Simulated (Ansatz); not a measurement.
CdGaNO in space group P3m1 (No. 156; Ga on 1b, Cd on 1c, O on 1b, N on 1c), r²SCAN in the plane-wave PAW code Ansatz. The conduction-band minimum lies at Γ, with 1 equivalent valley. Second derivatives d²E/dk² of the lowest band at one valley (eV·Å²), along Cartesian directions:

```json
[
 {"direction": "[100]", "d²E/dk²": "54.33"},
 {"direction": "[010]", "d²E/dk²": "54.33"},
 {"direction": "[001]", "d²E/dk²": "57.48"},
 {"direction": "[110]", "d²E/dk²": "54.33"},
 {"direction": "[101]", "d²E/dk²": "55.93"},
 {"direction": "[011]", "d²E/dk²": "55.93"}
]
```

Q: Find the principal effective masses, the density-of-states mass and the conductivity mass.

A: Off-diagonal terms follow from H_xy = H[110] − (H_xx + H_yy)/2, and m*/mₑ = 7.620 eV·Å² over each eigenvalue: 0.13, 0.14, 0.14. One valley's DOS mass (m₁m₂m₃)^(1/3) = 0.14, conductivity mass 3/(Σ 1/mᵢ) = 0.14 mₑ.

Q: What effective density of states Nc follows at 300 K for parabolic valleys?

A: Nc = 2.509e19 × 1 × (0.14)^(3/2) ≈ 1.3e18 cm⁻³.

The start of the workflow was typed in or built on a structure type; neither database checked (COD, Materials Project) lists it. Its standing as an ambient phase is unchecked. The r²SCAN relaxation kept the symmetry of its start; its stability against distortions is not shown here. Spin–orbit coupling is left out wherever it is not named.

Potentials: the earlier of the program's two PAW sets.

Edges and masses are those of Kohn–Sham bands, whose gap is no quasiparticle gap.
